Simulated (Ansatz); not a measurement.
The relaxed structure here is a generated cell of SrTiO3: the first start was made by placing the elements on the sites of a structure type, and the end was not matched to a known phase here, so it may be hypothetical. Known forms of SrTiO3 include space group No. 221.

One stationary structure of SrTiO₃. Space group R3c (No. 161). These are PBE (plane waves to 420 eV, PAW, scalar-relativistic; Ansatz, an electronic-structure program) values and carry that method's errors.

```xyz
10
Lattice="2.7895 1.6105 4.5646 -2.7895 1.6105 4.5646 0.0000 -3.2210 4.5646" Properties=species:S:1:pos:R:3 pbc="T T T"
Sr     0.0000     0.0000     3.6372
Sr     0.0000     0.0000    10.4841
Ti     0.0000     0.0000     0.2369
Ti     0.0000     0.0000     7.0837
O      1.4716     0.6792     5.7850
O     -1.3240     0.9349     5.7850
O     -0.1476    -1.6141     5.7850
O      0.1476     1.6069     8.0673
O     -1.4655    -0.6756     8.0673
O      1.3178    -0.9313     8.0673
```

```yaml
volume_per_atom: 12.30 Å³
band_gap: 2.36 eV, direct at Γ (no spin-orbit coupling)
shortest_distances: O–Ti 1.89 Å; O–Sr 2.65 Å; O–O 2.80 Å; Sr–Ti 3.40 Å
k-mesh: 7×7×7
```

Band energies at high-symmetry points (eV from the VBM; labels of this space group; no spin-orbit coupling), from −5 eV up to 5.5 eV:

```json
[
 {"point": "Γ", "energies": "-4.35 -3.79 -3.79 -3.45 -3.45 -3.40 -2.62 -2.62 -2.59 -1.15 -1.15 -1.03 -0.54 -0.45 -0.45 -0.02 -0.02 0.00 2.36 2.36 2.50 4.33 4.33 4.38 4.71 4.71"},
 {"point": "T", "energies": "-3.69 -3.69 -3.08 -3.08 -3.08 -3.08 -2.70 -2.70 -2.70 -2.70 -2.63 -2.63 -0.83 -0.83 -0.83 -0.83 -0.53 -0.53 3.51 3.51 3.58 3.58 3.58 3.58"},
 {"point": "H2", "energies": "-4.07 -4.07 -3.69 -3.69 -3.12 -3.12 -2.63 -2.63 -2.35 -2.35 -1.70 -1.70 -1.40 -1.40 -1.07 -1.07 -0.52 -0.52 3.19 3.19 3.85 3.85 4.01 4.01 5.16 5.16"},
 {"point": "H0", "energies": "-4.07 -4.07 -3.69 -3.69 -3.12 -3.12 -2.63 -2.63 -2.35 -2.35 -1.70 -1.70 -1.40 -1.40 -1.07 -1.07 -0.52 -0.52 3.19 3.19 3.85 3.85 4.01 4.01 5.16 5.16"},
 {"point": "L", "energies": "-3.77 -3.77 -3.27 -3.27 -3.14 -3.14 -2.77 -2.77 -2.60 -2.60 -2.35 -2.35 -0.86 -0.86 -0.67 -0.67 -0.54 -0.54 3.36 3.36 3.58 3.58 3.60 3.60"},
 {"point": "S0", "energies": "-4.10 -4.05 -3.92 -3.48 -3.17 -2.82 -2.74 -2.65 -2.54 -2.41 -1.61 -1.44 -1.41 -1.30 -1.26 -1.06 -0.76 -0.22 2.81 3.61 3.71 3.85 3.94 4.07 5.18 5.25"},
 {"point": "S2", "energies": "-4.10 -4.05 -3.92 -3.48 -3.17 -2.82 -2.74 -2.65 -2.54 -2.41 -1.61 -1.44 -1.41 -1.30 -1.26 -1.06 -0.76 -0.22 2.81 3.61 3.71 3.85 3.94 4.07 5.18 5.25"},
 {"point": "F", "energies": "-4.29 -4.21 -4.04 -3.81 -2.64 -2.62 -2.62 -2.59 -2.32 -2.13 -1.98 -1.84 -1.54 -1.37 -1.34 -0.79 -0.70 -0.02 2.51 3.82 3.82 3.93 3.94 4.24 4.62 5.28"}
]
```

No spin polarisation in the result.

The run could not lose the symmetry of its start, so the end can be a saddle point.
